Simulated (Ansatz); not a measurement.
Relaxed La (dhcp type, space group P6_3/mmc):

```xyz
4
Lattice="3.7856 0.0000 0.0000 -1.8928 3.2784 0.0000 0.0000 0.0000 12.0327" Properties=species:S:1:pos:R:3 pbc="T T T"
La     0.0000     0.0000     0.0000
La     0.0000     0.0000     6.0164
La     0.0000     2.1856     3.0082
La     1.8928     1.0928     9.0246
```

In each cell atom 3 (La, nearest neighbour La at 3.718 Å; its periodic images, 3.8 Å or more away, move with it) moves by s·(0.707, 0.707, 0.000) (along Cartesian [110]), the rest being held.

Computed with r2SCAN (plane waves to 500 eV, PAW, scalar-relativistic; Ansatz, an electronic-structure program). k mesh 11×11×3 (Γ-centred), Fermi-Dirac smearing 0.05 eV. Energies are smeared free energies. With partly filled bands, energies and forces of such displacements shift with the k mesh and the smearing. La is run without spin polarisation. La was relaxed with its symmetry unable to fall. ΔE is measured from the undisplaced structure.

Question: Estimate the ΔE (meV/cell) for s (Å) = -0.592, -0.444, 0.148, 0.296, 0.444.

Answer: 
```tsv
s (Å)	ΔE (meV/cell)
-0.592	72
-0.444	39
0.148	4
0.296	15
0.444	39
```

(For displaced atoms, the force is minus the slope of the energy, and its curvature is a force constant, which sets phonon frequencies.)
